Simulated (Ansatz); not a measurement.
A: BeS (zinc blende), a = b = c = 4.8760 Å, α = β = γ = 90.00°
B: Li2O (anti-fluorite), a = b = c = 4.6262 Å, α = β = γ = 90.00°
C: NaI (rock salt), a = b = c = 6.5290 Å, α = β = γ = 90.00°

Scan: energy against volume (even scaling of the relaxed cell, symmetry kept). All come from one method, each on a k mesh of its own. All were relaxed with their symmetry unable to fall. Spin-orbit coupling is left out.

Task: Put the candidates in order of bulk modulus (fitted), lowest first, for PBE (plane waves to 420 eV, PAW, scalar-relativistic; Ansatz, a program for electronic structure).

Result: C (15.1 GPa), B (79.5 GPa), A (92.9 GPa)

(A scan under strain: stresses follow from slopes of the energy per volume, elastic moduli from its curvatures.)
